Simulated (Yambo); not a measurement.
A G0W0@LDA run in Yambo for CsSnI₃ (cubic perovskite, space group Pm-3m, No. 221) (2×2×2 Γ-centred k mesh, 436 bands and a 8 Ry block in the screening, 436 bands in G with the Bruneval-Gonze terminator, plasmon pole fitted at 27.2 eV) gives these matrix elements, in eV, at the band edges (R → R):

```
state               E0    <Vxc>     <Σx>  <Σc(E0)>      Z
---------------  -----  -------  -------  --------  -----
valence edge     0.000  -12.213  -13.713     0.674  0.785
conduction edge  0.445   -9.926   -6.544    -3.276  0.793
```

Question: Solve the linearised quasiparticle equation for both states, give the gap, and say how exchange and correlation each act on it.

Answer: E = E0 + Z(Σx + Σc − Vxc). Valence: 0.000 + 0.785 × (-13.713 + (0.674) − (-12.213)) = -0.65 eV. Conduction: 0.445 + 0.793 × (-6.544 + (-3.276) − (-9.926)) = 0.53 eV. The gap is 1.18 eV, against 0.44 eV in LDA. Replacing Vxc by bare exchange alone would open it by 4.88 eV; correlation takes back 3.95 eV of that, and Z scales what is left. Nearest settings tried, and what they do to the gap: 268 bands in W, 268 bands in G: -26 meV; 3 Ry block (171 vectors against 691): -217 meV. Not varied: mesh. So the settings aren't converged at that level. The k mesh is coarse. Without spin-orbit coupling, band edges of such heavy elements can be off by tenths of an eV. The cell is held in this high symmetry; tilts and polar distortions were not searched.

The standard potential for Sn keeps a d shell in the valence without the s and p states of that shell. In tests on such compounds this moved G0W0 gaps by up to about 0.9 eV, so absolute quasiparticle energies here are unreliable; differences between settings are what counts.

Geometry of the Materials Project entry, not relaxed at this level; primitive cell a = 6.286 Å, b = 6.286 Å, c = 6.286 Å, α = 90.00°, β = 90.00°, γ = 90.00°.
